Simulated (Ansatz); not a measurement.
Moving the functional in PdGe3

It takes space group Pm-3m (No. 221, cubic). Conventional cell: a = 4.142 Å, b = 4.142 Å, c = 4.142 Å, α = 90.00°, β = 90.00°, γ = 90.00°. Pd (site symmetry m-3m) is surrounded by 12 Ge at 2.93 Å. Ge (site symmetry 4/mmm) is surrounded by 4 Pd at 2.93 Å and 8 Ge at 2.93 Å.

The cell comes from a database or a generator and needn't be the stable form of this composition.

Kept alike: task band structure; k mesh 7 × 7 × 7; occupations fermi-dirac, width 0.05 eV; no spin polarisation. Program: Ansatz, all-electron LAPW, scalar-relativistic. The mesh is that of the run's cell of 4 atoms. No spin-orbit coupling.

| run | pressure (GPa) |
| --- | --- |
| A | -4.69 |
| B | -6.98 |
| C | -0.08 |

Pressure is positive in compression. For a metal such a mesh leaves the last digits unconverged.

The runs differ in the functional alone: LDA; PBE; PBEsol. Which run is which?

Run A is PBEsol; run B is LDA; run C is PBE. The pressure runs from -6.98 (LDA) to -0.08 GPa (PBE). From PBE: LDA -6.90; PBEsol -4.61.
